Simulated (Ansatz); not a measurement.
Mg2Sn (antifluorite type, space group Fm-3m)

```xyz
3
Lattice="0.0000 3.3730 3.3730 3.3730 0.0000 3.3730 3.3730 3.3730 0.0000" Properties=species:S:1:pos:R:3 pbc="T T T"
Sn     0.0000     0.0000     0.0000
Mg     1.6865     1.6865     1.6865
Mg     5.0595     5.0595     5.0595
```

The slice is a {111} plane (indices of the conventional cell) through the point (0.000, 0.000, 0.000) (fractional), spanned by u = [100] and v = [-1 2 0] in vectors of this cell: u (4.77 Å) and v (8.26 Å, at 90° to u). It covers one period; positions are fractions (u, v).

The numbers are results of PBEsol (plane waves to 420 eV, PAW, scalar-relativistic; Ansatz, a first-principles code), not measurements. k mesh 12×12×12. Inside the PAW spheres the values are not all-electron values, and peaks at nuclei hang on which shells count as valence. At this level the bands of Mg2Sn touch or barely overlap; measurements give the solid a gap. Mg2Sn was relaxed with its symmetry unable to fall.

### Question
Sketch the valence electron density on this plane as a map.

### Answer
```
|@@%%##==--....          ....--==##%%|
|####++--::....          ....::--++##|
|++==--::::..              ..::::--==|
|----::::....              ....::::--|
|::::......                  ......::|
|......                          ....|
|                                    |
|                                    |
|                                    |
|              ..........            |
|          ......::::::......        |
|        ....::::------::::....      |
|        ..::::--==++==--::::..      |
|      ....::--++######++--::....    |
|      ....--==##%%@@%%##==--....    |
|      ..::--++##@@@@@@##++--::..    |
|      ....--==##%%@@%%##==--....    |
|      ....::--++######++--::....    |
|        ..::::--==++==--::::..      |
|        ....::::------::::....      |
|          ......::::::......        |
|              ..........            |
|                                    |
|                                    |
|                                    |
|......                          ....|
|::::......                  ......::|
|----::::....              ....::::--|
|++==--::::..              ..::::--==|
|####++--::....          ....::--++##|
|@@%%##==--....          ....--==##%%|
|@@@@##++--::..          ..::--++##@@|
```
Scale: ten equal steps from -1.07 (start of ' ') to 1.22 (end of '@'), in the order ' .:-=+*#%@'. Values: log₁₀ of the valence density in e/Å³. The map has 18 points along u (two characters each, u = 0 at the left) and 32 along v (v = 0 in the bottom row). The scale is logarithmic, as a density can span decades between atoms and voids.
